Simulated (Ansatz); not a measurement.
# Barrier of one jump, K in KBr

The calculation used Ansatz 0.2.0, DFT LDA, scalar-relativistic, plane waves, PAW. (420 eV cutoff, 2×2×2 k-mesh, Gaussian smearing of 0.02 eV, no spin polarisation)

In a supercell of 16 host sites with charge -1, K trades places with a neighbouring K vacancy, moving 4.51 Å between the relaxed ends. Climbing-image nudged elastic band at fixed cell with images 0 (start) to 4 (end), the path measured over all atoms, converged to 0.05 eV/Å; the order of the saddle wasn't checked, and the small cell leaves errors of about a tenth of an eV.

Command:

```bash
ansatz run input.yaml --threads 4 --pin off --max-ram 10240MiB --backend cpu --events-out ev --progress --plain --runs-dir out
```

Input:

```yaml
crystal:
  lattice:
    - [0.0, 6.3712539702, -6.3712539702]
    - [6.3712539702, 6.3712539702, 0.0]
    - [6.3712539702, 0.0, -6.3712539702]
  atoms:
    - { symbol: K, position: [0.5, 0.0, 0.5] }
    - { symbol: K, position: [0.0, 0.0, 0.5] }
    - { symbol: K, position: [0.0, 0.5, 0.5] }
    - { symbol: K, position: [0.5, 0.0, 0.0] }
    - { symbol: K, position: [0.5, 0.5, 0.0] }
    - { symbol: K, position: [0.0, 0.0, 0.0] }
    - { symbol: K, position: [0.0, 0.5, 0.0] }
    - { symbol: Br, position: [0.2456710833, 0.7543289167, 0.2456710833] }
    - { symbol: Br, position: [0.25, 0.25, 0.25] }
    - { symbol: Br, position: [0.7543289167, 0.7543289167, 0.2456710833] }
    - { symbol: Br, position: [0.7543289167, 0.2456710833, 0.2456710833] }
    - { symbol: Br, position: [0.2456710833, 0.7543289167, 0.7543289167] }
    - { symbol: Br, position: [0.2456710833, 0.2456710833, 0.7543289167] }
    - { symbol: Br, position: [0.75, 0.75, 0.75] }
    - { symbol: Br, position: [0.7543289167, 0.2456710833, 0.7543289167] }
total_charge: -1
basis:
  ecutwfc: 420
  xc_grid: 2
kpoints:
  mp_grid: { grid: [2, 2, 2], shift: [0.0, 0.0, 0.0] }
hamiltonian:
  xc: lda
scf:
  occupations: { method: gaussian, width: 0.02 }
output:
  forces: true
neb:
  images: 3
  f_tol: 0.05
  max_iterations: 70
  order_check: false
  final_atoms:
    - { symbol: K, position: [0.5, -0.5, 0.5] }
    - { symbol: K, position: [0.0, 0.0, 0.5] }
    - { symbol: K, position: [0.0, 0.5, 0.5] }
    - { symbol: K, position: [0.5, 0.0, 0.0] }
    - { symbol: K, position: [0.5, 0.5, 0.0] }
    - { symbol: K, position: [0.0, 0.0, 0.0] }
    - { symbol: K, position: [0.0, 0.5, 0.0] }
    - { symbol: Br, position: [0.25, 0.75, 0.25] }
    - { symbol: Br, position: [0.2456710296, 0.2543289704, 0.2456710296] }
    - { symbol: Br, position: [0.7543289704, 0.7456710296, 0.2456710296] }
    - { symbol: Br, position: [0.7543289704, 0.2543289704, 0.2456710296] }
    - { symbol: Br, position: [0.2456710296, 0.7456710296, 0.7543289704] }
    - { symbol: Br, position: [0.2456710296, 0.2543289704, 0.7543289704] }
    - { symbol: Br, position: [0.7543289704, 0.7456710296, 0.7543289704] }
    - { symbol: Br, position: [0.75, 0.25, 0.75] }
```

Course of the band:

| iteration | largest band force (eV/Å) | climbing image | energies over image 0 (eV) |
| --- | --- | --- | --- |
| 1 | 4.658 | none | 0.000 1.342 3.863 1.342 0.000 |
| 2 | 2.188 | none | 0.000 0.546 1.827 0.546 0.000 |
| 3 | 0.851 | none | 0.000 0.391 1.032 0.391 0.000 |
| 4 | 0.247 | 2 | 0.000 0.353 0.866 0.353 0.000 |
| 5 | 0.039 | 2 | 0.000 0.347 0.845 0.347 0.000 |
| 6 | 0.029 | 2 | 0.000 0.347 0.844 0.347 0.000 |

Final band:

```tsv
image	path (Å)	E − E(0) (eV)	K x (Å)	K y (Å)	K z (Å)	force on K (eV/Å)
0	0.00	0.000	3.186	3.186	-6.371	0.00
1	1.30	0.347	2.490	2.490	-6.371	0.48
2	2.60	0.844	1.593	1.593	-6.371	0.00
3	3.91	0.347	0.696	0.696	-6.371	0.48
4	5.21	0.000	0.000	0.000	-6.371	0.00
```

Barrier 0.84 eV. The run took 73 s on 4 threads of Arm Neoverse V2, on a shared host, peak memory 1.8 GiB.